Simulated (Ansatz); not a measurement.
**Property card for PtWS₄**

All numbers below come from Ansatz 0.2.0, DFT PBE, scalar-relativistic, plane waves, PAW.

Plane waves to 420 eV, a k mesh through Γ of 10×10×6 on the computed 6-atom cell and Gaussian smearing (0.10 eV); no spin polarisation.

The structure is relaxed at this level of theory with its symmetry kept, and needn't be the ground state of this composition.

```
Pt W S
1.0
     4.15357    0.00000    0.00000
     0.00000    4.15357    0.00000
     0.00000    0.00000    5.92086
Pt W S
1 1 4
Cartesian
  2.0768 2.0768 2.9604
  0.0000 0.0000 0.0000
  2.0768 0.0000 1.4238
  0.0000 2.0768 4.4971
  2.0768 0.0000 4.4971
  0.0000 2.0768 1.4238
```

```json
{
  "Space group": "P4/mmm (No. 123)",
  "Volume per atom": "114.9 bohr³",
  "Formation energy from the elements' standard states (uncorrected)": "+0.016 eV/atom",
  "Kohn–Sham band gap": "none (metal)",
  "Density of states at the Fermi level": "2.6 states/eV per cell",
  "Orbital (Löwdin) character within 0.5 eV of the Fermi level": "W 5d 40 %, S 3p 38 %, Pt 5d 13 %",
  "Bader charge by site (e)": "Pt (1 in the cell) 0.31, W (1 in the cell) 1.44, S (4 in the cell) -0.44"
}
```

Spin-orbit coupling is left out, which matters for the bands of heavy elements.

The cell was found from a structure generator's guess, not taken from experiment. Löwdin shares on free-atom orbitals overweight diffuse shells.
